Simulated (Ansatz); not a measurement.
SnTeO3:
Space group R3c, hexagonal axes (No. 161); a = b = 5.332 Å, c = 27.927 Å, α = β = 90.00°, γ = 120.00°

```csv
atom,site,symmetry,x,y,z
Sn,6a,3.,0.0000,0.0000,0.2826
Te,6a,3.,0.0000,0.0000,0.0432
O,18b,1,0.3222,0.0337,0.0749
```
(The calculation used a cell of 10 atoms; values per cell refer to that cell.)

Relaxed with r²SCAN.

Q: Tabulate the valence density and the electron localisation function along the shortest Sn–O contact (2.08 Å), DFT-r²SCAN in the program Ansatz with PAW potentials.

A: 

| distance from Sn (Å) | density (e/Å³) | ELF |
|---|---|---|
| 0.21 | 11.13 | 0.00 |
| 0.31 | 9.33 | 0.00 |
| 0.42 | 7.26 | 0.02 |
| 0.52 | 5.18 | 0.05 |
| 0.62 | 3.35 | 0.10 |
| 0.73 | 1.95 | 0.16 |
| 0.83 | 1.07 | 0.18 |
| 0.93 | 0.67 | 0.18 |
| 1.04 | 0.58 | 0.22 |
| 1.14 | 0.65 | 0.36 |
| 1.25 | 0.84 | 0.59 |
| 1.35 | 1.20 | 0.75 |
| 1.45 | 1.80 | 0.80 |
| 1.56 | 2.75 | 0.80 |
| 1.66 | 4.08 | 0.74 |
| 1.76 | 5.64 | 0.62 |
| 1.87 | 7.16 | 0.46 |

The density is the valence pseudo-density with augmentation charge, so density and ELF within about 1 Å of a nucleus are not all-electron values.

The start of the workflow was typed in or built on a structure type; neither database checked (COD, Materials Project) lists it. Whether it is the stable phase at ambient conditions was not checked. The cell was relaxed with r²SCAN under the symmetry of its start; whether a distortion lowers the energy is not shown. The volume moved by 82 % from the start of the relaxation. Spin–orbit coupling is left out wherever it is not named.

Potentials: the earlier of the program's two PAW sets.
